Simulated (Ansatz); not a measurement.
## Straining AlIn$_{2}$N$_{3}$

Level of theory: DFT PBEsol, scalar-relativistic, plane waves, PAW (Ansatz 0.2.0). Run with 420 eV cutoff, 6×6×6 k-mesh, Gaussian smearing of 0.02 eV, no spin polarisation.

Reference structure (relaxed):

```
Al In N
1.0
     5.09350   -2.93131    0.00000
     5.09350    2.93131    0.00000
     0.00000    0.00000    5.44502
Al In N
2 4 6
Direct
  0.34071 0.65929 0.98927
  0.65929 0.34071 0.48927
  0.98845 0.33553 0.98727
  0.66447 0.01155 0.98727
  0.01155 0.66447 0.48727
  0.33553 0.98845 0.48727
  0.97053 0.33277 0.38485
  0.66723 0.02947 0.38485
  0.02947 0.66723 0.88485
  0.33277 0.97053 0.88485
  0.36716 0.63284 0.33849
  0.63284 0.36716 0.83849
```

Deformation: biaxial strain in the a-b plane, with the length and tilt of c and the atoms relaxed, all within the symmetry that the strain leaves. Energies are extrapolated to zero smearing. Gaps are Kohn–Sham gaps over the whole zone.

```csv
strain (%),ΔE (meV/atom),a (Å),b (Å),c (Å),gap (eV)
-3.0,25.1,5.700,5.700,5.560,0.93
-1.5,6.1,5.789,5.789,5.503,0.95
+0.0,0.0,5.877,5.877,5.445,0.95
+1.5,5.7,5.965,5.965,5.385,0.89
+3.0,22.1,6.053,6.053,5.322,0.76
```

Question: What stiffness (1/V) d²E/dε² at zero strain does a cubic fit over all points give?

Answer: A cubic fit gives (1/V) d²E/dε² = 620 GPa at zero strain (twice the biaxial modulus).

Question: How does the free axis c answer a small strain?

Answer: Between the innermost points its strain is -0.72 times the applied one.

Question: How fast does the gap move with strain on either side?

Answer: 0 meV per percent on the compressed side and -46 meV per percent on the stretched side; it is direct at -1.5 %, direct at zero and indirect at +1.5 %.